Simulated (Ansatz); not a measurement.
Rocksalt alloy of MgO and ZnO (4 of 32 Mg sites exchanged), 64 atoms

Ansatz, PAW, plane waves. PBEsol relaxation of volume and atoms (shape held) at the single k point (¼, ¼, ¼) without its symmetry partners; single points on the relaxed atoms at the single k point (¼, ¼, ¼) without its symmetry partners, onto which points of the small cell's zone fold. Arrangement: random. No spin–orbit coupling unless named.

Relaxed structure:

```
O Zn Mg
1.0
     8.44198    0.00000    0.00000
     0.00000    8.44198    0.00000
     0.00000    0.00000    8.44198
O Zn Mg
32 4 28
Cartesian
  2.1357 0.0231 0.0015
  2.1132 0.0016 4.2158
  2.1139 4.1987 0.0007
  2.1133 4.2212 4.2157
  6.3100 0.0027 0.0013
  6.3326 0.0019 4.2154
  6.3343 4.2227 0.0022
  6.3337 4.2233 4.2166
  0.0017 2.1346 8.4398
  0.0020 2.1129 4.2210
  8.4265 6.3154 8.4218
  0.0026 6.3328 4.2433
  4.2250 2.1128 8.4179
  4.2241 2.1125 4.2423
  4.2479 6.3323 8.4387
  4.2241 6.3331 4.2218
  0.0043 0.0203 2.1288
  0.0032 0.0001 6.3084
  0.0036 4.2020 2.1082
  0.0050 4.2245 6.3314
  4.2208 8.4202 2.1072
  4.2218 8.4416 6.3304
  4.2220 4.2454 2.1081
  4.2223 4.2244 6.3314
  2.0898 2.1085 2.1071
  2.1100 2.1092 6.3307
  2.1332 6.3340 2.1277
  2.1125 6.3340 6.3092
  6.3574 2.1109 2.1087
  6.3372 2.1108 6.3316
  6.3128 6.3346 2.1087
  6.3364 6.3354 6.3318
  0.0011 0.0076 8.4377
  2.1192 6.3308 8.4387
  0.0002 6.3323 2.1133
  4.2217 2.1097 2.1078
  0.0029 8.4420 4.2176
  0.0058 4.2280 0.0027
  0.0028 4.2236 4.2181
  4.2217 0.0006 0.0000
  4.2226 0.0018 4.2171
  4.2236 4.2222 0.0009
  4.2235 4.2225 4.2166
  2.1131 2.1099 0.0007
  2.1131 2.1099 4.2162
  2.1118 6.3334 4.2173
  6.3337 2.1118 0.0009
  6.3332 2.1114 4.2171
  6.3392 6.3360 0.0010
  6.3350 6.3339 4.2190
  2.1089 8.4384 2.1029
  2.1112 0.0002 6.3331
  2.1130 4.2236 2.1070
  2.1132 4.2224 6.3312
  6.3356 0.0007 2.1064
  6.3355 0.0015 6.3323
  6.3340 4.2221 2.1084
  6.3351 4.2238 6.3319
  0.0026 2.1104 2.1071
  0.0029 2.1128 6.3308
  0.0057 6.3346 6.3355
  4.2230 2.1115 6.3306
  4.2222 6.3344 2.1069
  4.2232 6.3333 6.3316
```

(1) What are the mean bond lengths by pair (pairs within 1.2 times the sum of covalent radii, less contacts 15 % beyond the pair's median; cation–cation pairs of compounds aside; long ionic contacts are cut short by that bound)?

(2) What gap lies between the top filled and the lowest empty level in the single points?

## Answers

(1) Mg–O 2.107 ± 0.008 Å (standard deviation, 168 bonds); O–Zn 2.132 ± 0.002 Å (standard deviation, 24 bonds).

(2) r²SCAN 5.61 eV (25 s on NVIDIA H100). Away from Γ this isn't the crystal's band gap.
